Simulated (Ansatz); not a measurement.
Ag2H2IOF:
```
Ag2H2IOF
1.0
    4.68020     0.00000     0.00000
    0.00000     7.83454     0.00000
   -0.77314     0.00000     6.05826
Ag H I O F
4 4 2 2 2
Direct
  0.09894   0.53839   0.29976
  0.90106   0.03839   0.70024
  0.00707   0.90838   0.28603
  0.99293   0.40838   0.71397
  0.71788   0.26883   0.04306
  0.28212   0.76883   0.95694
  0.58007   0.45708   0.00507
  0.41993   0.95708   0.99493
  0.33464   0.20526   0.48029
  0.66536   0.70526   0.51971
  0.76393   0.39134   0.02618
  0.23607   0.89134   0.97382
  0.69241   0.06804   0.02624
  0.30759   0.56804   0.97376
```

Relaxed with r²SCAN+D4. Special points in fractions of this cell's reciprocal vectors: Γ (0.000, 0.000, 0.000); Z (0.000, 0.500, 0.000); D (0.000, 0.500, 0.500); B (0.000, 0.000, 0.500); A (-0.500, 0.000, 0.500); E (-0.500, 0.500, 0.500); C2 (-0.500, 0.500, 0.000); Y2 (-0.500, 0.000, 0.000).

List the band energies nearest the valence-band maximum at these points for the program Ansatz at the r²SCAN+D4 level (PAW).

In eV from the valence-band maximum; about four levels below and three above (degenerate sets whole), none deeper than 8.9 eV; points with the same levels are listed once.

| k | below | above |
|---|---|---|
| Γ | -0.60 -0.44 -0.41 0.00 | 1.55 3.40 4.56 |
| Z | -0.74 -0.74 -0.38 -0.38 | 2.83 2.83 5.43 5.43 |
| D | -0.89 -0.89 -0.29 -0.29 | 3.51 3.51 4.74 4.74 |
| B | -0.90 -0.44 -0.34 -0.09 | 2.33 3.74 4.43 |
| A | -1.00 -0.65 -0.43 -0.34 | 3.82 3.88 4.16 |
| E | -0.91 -0.91 -0.49 -0.49 | 3.62 3.62 3.90 3.90 |
| C2 | -1.09 -1.09 -0.35 -0.35 | 3.40 3.40 4.65 4.65 |
| Y2 | -1.07 -0.76 -0.66 -0.57 | 3.66 4.13 4.69 |

Space group P2_1. The workflow started from a Materials Project entry (that database holds measured and hypothetical structures alike); the Crystallography Open Database copy checked does not list it. Its standing as an ambient phase is unchecked. The r²SCAN+D4 relaxation kept the symmetry of its start; its stability against distortions is not shown here. No spin polarisation was allowed. Scalar-relativistic: spin–orbit coupling is off unless named, which matters more the heavier the elements.

Potentials: the later of the program's two PAW sets.
